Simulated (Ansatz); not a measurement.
5 guesses for Ti₂NbC₃ and where they end

All numbers below come from DFT PBE, scalar-relativistic, plane waves, PAW in Ansatz. All cells share a 420 eV cutoff and Γ-centred k meshes spaced at most about 0.3 Å⁻¹ (about 0.25 or finer for metals, 2π included). No spin polarisation in the final relaxations.

Each guess was relaxed in cell and atoms at zero pressure, within the symmetry of its start. These are static total energies at zero pressure. Coordination counts C atoms around Nb and Ti (those within 1.25 times the shortest such distance or 1.15 times the sum of covalent radii; the shortest distance is added where it is long for a bond).

| guess | made from | start group | V start (Å³/atom) | end group | V end (Å³/atom) | coordination at the end | gap on mesh (eV) | E over the lowest end (meV/atom) |
| --- | --- | --- | --- | --- | --- | --- | --- | --- |
| 1 | random cell | P6/mmm | 16.6 | P6/mmm | 10.8 | Ti 6, Nb 6 | 0 | 0 |
| 2 | Ce2NiGe3 type | P-6m2 | 13.2 | P-6m2 | 12.5 | Ti 6, Nb 3 | 0 | 697 |
| 3 | random cell | Fmmm | 15.8 | ? | ? | ? | ? | ? |
| 4 | CeAl3Pd2 type | P6/mmm | 14.0 | P6/mmm | 11.5 | Ti 6, Nb 12 from 3.0 Å | 0 | 569 |
| 5 | Zr2AlFe3 type | R-3m | 15.3 | R-3m | 13.4 | Ti 3, Nb 6 | 0 | 325 |

Guess 3 as it starts:

Space group Fmmm (No. 69). a = 5.258 Å, b = 7.604 Å, c = 9.492 Å, α = 90.00°, β = 90.00°, γ = 90.00°
| atom | site | symmetry | x | y | z |
| --- | --- | --- | --- | --- | --- |
| Ti | 8f | 222 | 0.7500 | 0.2500 | 0.2500 |
| Nb | 4a | mmm | 0.0000 | 0.0000 | 0.0000 |
| C | 8d | .2/m. | 0.2500 | 0.0000 | 0.2500 |
| C | 4b | mmm | 0.5000 | 0.0000 | 0.0000 |

Q: Predict the end of this guess and its energy over the lowest end.

A: It ends in space group I4/mmm (No. 139), with a = 4.299 Å, c = 8.348 Å, 12.9 Å³/atom and no gap. It lies 1.13 eV/atom over the lowest end, above guess 2 and so the highest of the set. Counting C atoms around Nb and Ti, this end has Ti 2, Nb 4 and the lowest (guess 1) has Ti 6, Nb 6.

```xyz
6
Lattice="-2.1493 2.1493 4.1742 2.1493 -2.1493 4.1742 2.1493 2.1493 -4.1742" Properties=species:S:1:pos:R:3 pbc="T T T"
Ti    2.1493    0.0000    2.0871
Ti    0.0000    2.1493    2.0871
Nb    0.0000    0.0000    0.0000
C     0.0000    2.1493    0.0000
C     2.1493    0.0000    0.0000
C     0.0000    0.0000    4.1742
```

Energies over the elements count from the elements' standard structures at the same level, with no fitted energy shifts.

Q: Is the lowest end bound against the elements?

A: Yes: its formation energy is −0.10 eV/atom. A negative formation energy is needed for stability but isn't enough: competing phases decide.

The reference form of C is held partly by dispersion forces, which this level lacks. Cells relaxed within their symmetry can be saddle points. A lower structure may well exist outside this small set. Some types were kept out of the candidates beforehand, so the set may lack a known form.
